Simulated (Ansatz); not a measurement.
Nb₃Te₄ (space group P6_3/m)

```cif
data_Nb6Te8
_chemical_formula_sum 'Nb6 Te8'
_space_group_name_H-M_alt 'P63/m'
_space_group_IT_number 176
_space_group_name_Hall '-P 6c'
_cell_length_a 10.66338
_cell_length_b 10.66338
_cell_length_c 3.59287
_cell_angle_alpha 90.000
_cell_angle_beta 90.000
_cell_angle_gamma 120.000
loop_
_atom_site_label
_atom_site_type_symbol
_atom_site_symmetry_multiplicity
_atom_site_Wyckoff_symbol
_atom_site_fract_x
_atom_site_fract_y
_atom_site_fract_z
_atom_site_occupancy
Nb1 Nb 6 h 0.48879 0.10302 0.25000 1
Te1 Te 2 c 0.33333 0.66667 0.25000 1
Te2 Te 6 h 0.33832 0.27109 0.25000 1
```

The volume is varied about the relaxed value V₀ at fixed cell shape. The atoms relax within the cell's symmetry.

Calculation: PBEsol (plane waves to 420 eV, PAW, scalar-relativistic; Ansatz, an electronic-structure program). k mesh 4×4×10 (Γ-centred), Fermi-Dirac smearing 0.05 eV. E stands for the smeared free energy. Compression counts positive. With the shape held, the modulus is that of even scaling; a crystal free to change shape is softer. Nb3Te4 is run without spin polarisation. Nb3Te4 was relaxed with its symmetry unable to fall. Spin-orbit coupling is left out, though Te is heavy. The zero of ΔE is the relaxed starting cell.

| V/V₀ | ΔE (eV/atom) | P (GPa) |
|---|---|---|
| 0.900 | 0.067 | 9.3 |
| 0.925 | 0.036 | 6.5 |
| 0.950 | 0.015 | 4.1 |
| 0.975 | 0.004 | 1.9 |
| 1.000 | 0.000 | 0.0 |
| 1.025 | 0.003 | -1.6 |
| 1.050 | 0.013 | -3.1 |
| 1.075 | 0.027 | -4.3 |
| 1.100 | 0.046 | -5.3 |

Derived quantities:

| Item | Value |
|---|---|
| Pressure at the smallest volume | 9.3 GPa |
| Energy cost of the largest compression | 67 meV/atom |
| Energy cost of the largest expansion | 46 meV/atom |
| Bulk modulus at fixed cell shape B₀ (third-order Birch-Murnaghan fit) | 70.0 GPa |
| Pressure derivative B₀′ (fit) | 4.5 |
| Equilibrium volume of the fit | 25.27 Å³/atom |
| Pressure for 5 % compression (fit) | 4.0 GPa |

(A scan under strain: stresses follow from slopes of the energy per volume, elastic moduli from its curvatures.)
